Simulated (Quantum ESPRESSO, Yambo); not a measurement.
# CsH: DFT and GW levels

```
CELL_PARAMETERS angstrom
      0.00000     3.19125     3.19125
      3.19125     0.00000     3.19125
      3.19125     3.19125     0.00000
ATOMIC_POSITIONS crystal
  H  0.50000 0.50000 0.50000
  Cs 0.00000 0.00000 0.00000
```

The geometry is that of Materials Project entry mp-1057286, symmetrised and not relaxed again.

Starting point: norm-conserving PBEsol (Quantum ESPRESSO, 72 Ry, with spin-orbit coupling). G0W0 in Yambo: 4×4×4 Γ-centred k mesh, 226 bands and a 8 Ry block in the screening, 226 bands in G with the Bruneval-Gonze terminator, plasmon pole fitted at 27.2 eV.

```yaml
PBEsol gap along the band path: 2.15 eV
PBEsol gap between the mesh's edge points (L → L): 2.15 eV
G0W0 gap between the same points: 4.26 eV
```

```
k point  band  E PBEsol (eV)  E QP (eV)  shift (eV)     Z
-------  ----  -------------  ---------  ----------  ----
Γ          VB          -1.77      -3.46       -1.68  0.80
Γ          CB           5.12       5.97        0.85  0.84
L        VB−2          -7.45      -9.43       -1.97  0.81
L        VB−1           0.00      -1.59       -1.59  0.80
L          VB           0.00      -1.59       -1.59  0.80
L          CB           2.15       2.67        0.52  0.85
L        CB+1           2.15       2.67        0.52  0.85
X          VB          -1.17      -2.84       -1.67  0.79
X          CB           3.06       3.70        0.63  0.84
W          VB          -0.73      -2.37       -1.64  0.80
W          CB           4.01       4.62        0.62  0.84
```

Energies count from the PBEsol valence-band maximum.

Nearest settings tried, and what they do to the gap: 138 bands in G: -4 meV; 138 bands in W, 138 bands in G: -37 meV; 1 Ry block (15 vectors against 181): -413 meV. Not varied: mesh. So the settings aren't converged at that level.
